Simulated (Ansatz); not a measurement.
Calculated ¹⁷O NMR of the central transition for Na₂Be₂O₃

Cell: a Materials Project structure (computed, not necessarily an observed phase), atoms as given.

Space group P2_1/c (No. 14); a = 4.9431, b = 5.3124, c = 5.3606 Å, β = 113.08°.

```csv
site,Wyckoff,site symmetry,x,y,z
Na,4e,1,0.1897,0.3715,0.9280
Be,4e,1,0.3290,0.6033,0.5689
O9,2a,-1,0.0000,0.5000,0.5000
O11,4e,1,0.4101,0.8544,0.7915
```

One atom of each set is listed.

Computed with Ansatz: DFT, PBE, plane waves and PAW, scalar-relativistic, 420 eV cutoff, Γ-centred 5×4×5 k-points, Fermi–Dirac smearing 0.02 eV.

¹⁷O has I = 5/2 and Q = -25.58 mb (Pyykkö 2018); at 35.2 T its Larmor frequency is ν₀ = 203.3 MHz. Only the quadrupole interaction is simulated: positions count from each site's isotropic chemical shift, and J coupling is left out, as are shift anisotropy and dipolar coupling, which fast spinning averages.

Problem. What does the ¹⁷O spectrum (fast magic-angle spinning) show for each site?

Solution. 

| site | first shell | C_Q (MHz) | η | P_Q (MHz) | δ_QIS (ppm) | breadth (kHz) |
| --- | --- | --- | --- | --- | --- | --- |
| O9 | 2 Be at 1.62 Å, angle 180°; also 4 Na at 2.22–2.28 Å | -2.88 | 0.23 | 2.91 | -1.23 | 0.566 |
| O11 | 3 Be at 1.70–1.79 Å; also 5 Na at 2.30–2.99 Å | 2.52 | 0.81 | 2.78 | -1.12 | 0.517 |

δ_QIS = −(ν_Q²/30ν₀²)[I(I+1) − 3/4](1 + η²/3) × 10⁶ ppm with ν_Q = 3|C_Q|/[2I(2I−1)]; it falls as 1/B₀² in ppm, and the breadth as 1/B₀ in kHz.

At O9 V_zz points along the line of its two bonds (within 4°).

The run took 25 s of wall time (25 s of CPU time) and 0.5 GiB at its peak, on 1 thread of Arm Neoverse V1 (aarch64; 8 cores open to the job, memory cap 2.5 GiB, no GPU), a shared host with a load of 0.6 a core.
